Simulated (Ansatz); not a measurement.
MgB₂ (AlB2 type, space group P6/mmm)

```
CELL_PARAMETERS angstrom
      6.14864     0.00000     0.00000
     -1.53716     2.66244     0.00000
      3.07432     0.00000     3.52754
ATOMIC_POSITIONS crystal
  Mg 0.00000 0.00000 0.00000
  Mg 0.50000 0.00000 0.00000
  B  0.91667 0.66667 0.50000
  B  0.41667 0.66667 0.50000
  B  0.08333 0.33333 0.50000
  B  0.58333 0.33333 0.50000
```

A phonon eigenvector at L = (0.5, 0.0, 0.5) is frozen into this cell: atom i moves by Q times the vector below, so Q is the largest atomic displacement, in Å. The cell is held. (q is in reciprocal vectors of the primitive cell; the cell shown is doubled to hold the pattern.)

```json
[
 {"atom": "B3", "x": "0.866", "y": "0.500", "z": "0.000"},
 {"atom": "B4", "x": "-0.866", "y": "-0.500", "z": "0.000"},
 {"atom": "B5", "x": "-0.866", "y": "-0.500", "z": "0.000"},
 {"atom": "B6", "x": "0.866", "y": "0.500", "z": "0.000"}
]
```

Atoms not listed stay in place.

All values below come from PBE (plane waves to 420 eV, PAW, scalar-relativistic; Ansatz, an electronic-structure program). k mesh 17×17×17 (Γ-centred), Fermi-Dirac smearing 0.05 eV. Energies are smeared free energies. With partly filled bands, energies and forces of such displacements shift with the k mesh and the smearing. MgB2 was relaxed with its symmetry unable to fall. The zero of ΔE is the undisplaced structure. The last digit holds for this mesh only.

```tsv
Q (Å)	ΔE (meV/cell)
-0.180	1363.5
-0.150	965.9
-0.120	628.7
-0.090	withheld
-0.060	160.9
-0.030	40.5
0.000	0.0
0.030	40.5
0.060	160.9
0.090	withheld
0.120	628.7
0.150	965.9
0.180	1363.5
```

Question: Fit an even polynomial form (powers 2, 4, 6) to the given rows and predict ΔE at Q = 0.090.

Answer: Least squares on the 11 given rows: ΔE = (45050)·Q² + (-100700)·Q⁴ + (278900)·Q⁶, in meV/cell with Q in Å; root-mean-square residual 0.06 meV/cell. At 0.090 the fit gives 358.4 meV/cell; the calculation gives 358.4 meV/cell, the same to the digits shown. The quadratic term alone would give 364.9 meV/cell.

(For displaced atoms, the force is minus the slope of the energy, and its curvature is a force constant, which sets phonon frequencies.)
